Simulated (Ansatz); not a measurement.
Ansatz (a quantum-chemistry and plane-wave program) input:

Ansatz 0.2 input:
```yaml
crystal:
  lattice:
    - [-3.3222539207, 3.3222539207, 1.9189647581]
    - [3.3222539207, -3.3222539207, 1.9189647581]
    - [3.3222539207, 3.3222539207, -1.9189647581]
  atoms:
    - { symbol: Si, position: [0.1787364322, 0.1787364322, 0.3574728644] }
    - { symbol: Si, position: [0.8212635678, 0.8212635678, 0.6425271356] }
    - { symbol: Si, position: [0.1787364322, 0.8212635678, 0.0] }
    - { symbol: Si, position: [0.8212635678, 0.1787364322, 0.0] }
kpoints:
  mp_grid: { grid: [6, 6, 6] }
hamiltonian:
  xc: hse06
  pseudopotentials: { kind: paw }
scf:
  n_extra_bands: 6
  occupations: { method: fixed }
output:
  eigenvalues: true
  eigenstates:
    e_range: [-9.0, 8.2]
    kpoints:
      - [0.5, 0.5, 0.5]  # VBM
      - [0.153646, 0.153646, -0.153646]  # CBM
      - [0.0, 0.0, 0.0]  # GAMMA
      - [-0.5, 0.5, 0.5]  # M
      - [0.0, 0.0, 0.5]  # X
      - [0.25, 0.25, 0.25]  # P
      - [0.3334081256, 0.3334081256, -0.3334081256]  # Z
      - [-0.3334081256, 0.6665918744, 0.3334081256]  # Z_0
      - [0.0, 0.5, 0.0]  # N
```

Output (shortened):

```
Pseudopotential: Si, paw, valence charge 4
Functional definition: HSE06
davidson cushion auto → on  (no smearing: the cushion is to keep the highest requested band from converging to the state above it …
Crystal: 4 atoms, lattice volume = 84.721 Å³
Basis set: ecut = 420 eV, 1655 PW (Γ)
Bands: 14, of which v1, the nominal top of the filled ones, is band 8 counted from 1 (7 counted from 0)
Symmetry: 16 space group operations
Space group: I4/mmm (ITA 139), of the structure as read, at distance tolerance 4.4e-5 Å
k-points: 30 of 216
SCF iter   1: F=—  HF=-2542.805024 eV  |F-HF|=—  |Δ(HF+E_count)|=         —  Δρ=1.62e-3  dr2=3.64e-3  ethr=1.77e-3  ⟨swp⟩=8.6  Hψ=2398  notcnv=0
preconditioner: auto → none
iter 2 solved again at ethr=2.24e-6 eV; its pass at ethr=2.27e-5 eV (dr2=3.59e-4 eV) is discarded
SCF iter   2: F=—  HF=-2542.804967 eV  |F-HF|=—  |Δ(HF+E_count)|=   5.72e-5  Δρ=7.21e-4  dr2=3.61e-4  ethr=2.24e-6  ⟨swp⟩=2.6  Hψ=2324  notcnv=0  defer=4
SCF iter   3: F=—  HF=-2542.805162 eV  |F-HF|=—  |Δ(HF+E_count)|=   1.95e-4  Δρ=2.86e-4  dr2=5.38e-5  ethr=2.24e-6  ⟨swp⟩=3.1  Hψ=1062  notcnv=0  defer=3
SCF iter   4: F=-2542.805238 eV  HF=-2542.805236 eV  |F-HF|=2.44e-6  |Δ(HF+E_count)|=   7.34e-5  Δρ=4.04e-5  dr2=1.13e-6  ethr=3.36e-7  ⟨swp⟩=3.7  Hψ=1284  notcnv=0  defer=2
SCF 1 stopped early in 4 iterations: F = -2542.805238 eV  dr2 = 1.13e-6
Crystal: 4 atoms, lattice volume = 84.721 Å³
Exchange kernel: α = 0.2500, screened, ω = 0.2079 Å⁻¹, Wigner–Seitz truncation, v(0) = 1046.8355 eV·Å³, q-mesh 6×6×6, nearest image of the exchange supercell L …
Frozen-core exchange: fock
SCF iter   1: F=—  HF=-2544.709889 eV  |F-HF|=—  |Δ(HF+E_count)|=         —  Δρ=3.04e-3  dr2=6.08e-3  ethr=7.07e-8  ⟨swp⟩=9.1  Hψ=3049  notcnv=0
preconditioner: auto → none
SCF iter   2: F=—  HF=-2544.707595 eV  |F-HF|=—  |Δ(HF+E_count)|=   2.29e-3  Δρ=1.40e-3  dr2=1.80e-3  ethr=7.07e-8  ⟨swp⟩=5.0  Hψ=1825  notcnv=0
SCF iter   3: F=—  HF=-2544.713136 eV  |F-HF|=—  |Δ(HF+E_count)|=   5.54e-3  Δρ=5.03e-4  dr2=1.85e-4  ethr=7.07e-8  ⟨swp⟩=5.2  Hψ=1949  notcnv=0  defer=1
SCF iter   4: F=—  HF=-2544.713082 eV  |F-HF|=—  |Δ(HF+E_count)|=   5.48e-5  Δρ=4.43e-5  dr2=1.69e-5  ethr=7.07e-8  ⟨swp⟩=3.0  Hψ=1381  notcnv=0
SCF iter   5: F=-2544.713208 eV  HF=-2544.713211 eV  |F-HF|=2.83e-6  |Δ(HF+E_count)|=   1.29e-4  Δρ=8.58e-5  dr2=6.07e-6  ethr=5.26e-9  ⟨swp⟩=5.3  Hψ=1897  notcnv=0  defer=2
SCF 2 stopped early in 5 iterations: F = -2544.713208 eV  dr2 = 6.07e-6
hybrid outer 1: dexx = +7.266e-3 eV, tail = 1.59e-5 eV
Crystal: 4 atoms, lattice volume = 84.721 Å³
Exchange kernel: α = 0.2500, screened, ω = 0.2079 Å⁻¹, Wigner–Seitz truncation, v(0) = 1046.8355 eV·Å³, q-mesh 6×6×6, nearest image of the exchange supercell L …
Frozen-core exchange: fock
SCF iter   1: F=—  HF=-2544.713178 eV  |F-HF|=—  |Δ(HF+E_count)|=         —  Δρ=1.72e-5  dr2=2.24e-7  ethr=4.96e-7  ⟨swp⟩=2.1  Hψ=964  notcnv=0
preconditioner: auto → none
iter 2 solved again at ethr=8.36e-11 eV; its pass at ethr=1.36e-9 eV (dr2=1.34e-8 eV) is discarded
SCF iter   2: F=-2544.713178 eV  HF=-2544.713178 eV  |F-HF|=3.53e-10  |Δ(HF+E_count)|=   1.07e-8  Δρ=6.94e-6  dr2=2.06e-8  ethr=8.36e-11  ⟨swp⟩=2.1  Hψ=2424  notcnv=0  defer=1
SCF 3 converged in 2 iterations: F = -2544.713178 eV  dr2 = 2.06e-8
hybrid outer 2: dexx = +5.619e-8 eV, tail = 4.23e-8 eV, Δε = 1.23e-3 eV (about 1.42e-4 eV left of the loop's levels)
the search or the solves at the SCF's close seem to have found levels that the self-consistency loop had missed (the run counts 1) …
NSCF: frozen V_eff on 9 k-points
hybrid SCF converged: 2 outer / 7 inner (+4 warm-up), last move |dexx| = 5.62e-8 eV, tail = 4.23e-8 eV
Stability not checked (fock_operator)
Free energy (F): -2544.713178 eV
Frozen-core exchange: fock
Harris-Foulkes:  -2544.713178 eV  (|F-HF|=3.53e-10)
Internal energy: -2544.713178 eV  (E = F + TS)
E sigma→0 (E₀):  -2544.713178 eV
Fermi energy:    5.559001 eV
--- Per-component energies (eV) ---
  E_band       = -3.235126
  E_kinetic    = 161.462007
  E_local      = -136.209108  (includes V_loc(G=0)·N_el)
  E_nonlocal   = 101.316415
  E_hartree    = 40.029285
  E_xc         = -179.794304
  E_vxc        = -152.478483  (∫ρ·V_xc dr)
  E_exx        = -22.234400  (= α·E_x^exact, valence–valence)
  E_paw        = -2071.003771  (= ΣΔE_a)
  E_vpaw       = -12.915243  (= ΣTr[D̂ρ^β])
  E_aug_tail   = 0.000025  (compensation charges beyond the density's cutoff)
  E_ewald      = -438.042861
  E_core_change = -0.236465  (= ΣΔE_core)
  E_smearing   =  0.000000  (= −TS)
  E_closure    =  0.000000  (closes the sum)
  Σ components = -2544.713178   (vs F -2544.713178, Δ=-4.55e-13)
  [band-id]    e_kinetic+e_local+e_nonlocal+2·e_hartree+e_vxc+2·e_exx+e_vpaw+e_augmentation_tail = -3.234618   (vs E_band -3.235126, Δ=5.08e-4)
--- Band table (eV; the first three rows and the last of 30) ---
  k-point 0: bands = ["-7.8581", "-3.1321", "-0.6272", "-0.6272", "1.4715", "3.9101", "3.9101", "4.9535", "7.6399", "7.8637", "7.8637", "8.5870", "8.5870", "9.3570"]
  k-point 1: bands = ["-7.6891", "-3.7870", "-0.5491", "-0.4912", "2.2229", "3.7507", "3.8730", "4.1501", "7.1908", "8.1337", "8.3901", "8.4247", "8.9502", "10.4866"]
  k-point 2: bands = ["-7.2089", "-4.9588", "-0.3887", "-0.1440", "2.9957", "3.3020", "3.4895", "3.8014", "7.1218", "8.0843", "8.2469", "9.3778", "10.7995", "11.6911"]
  k-point 29: bands = ["-5.4070", "-5.4070", "-4.6148", "0.0413", "2.3185", "5.3016", "5.5590", "5.5590", "6.5116", "9.7549", "9.8946", "10.4131", "10.9220", "10.9220"]
```

Cost: about 5 core-minutes (a rough figure) on shared cores.

The points marked VBM and CBM come from a semilocal run.

The first step of the workflow began from a Materials Project structure, measured or hypothetical; the Crystallography Open Database copy checked does not list it. It is not the phase usual at ambient conditions (space group No. 227). The cell was relaxed with PBEsol under the symmetry of its start; whether a distortion lowers the energy is not shown.

Potentials: the later of the program's two PAW sets.

Ansatz is a plane-wave DFT program.
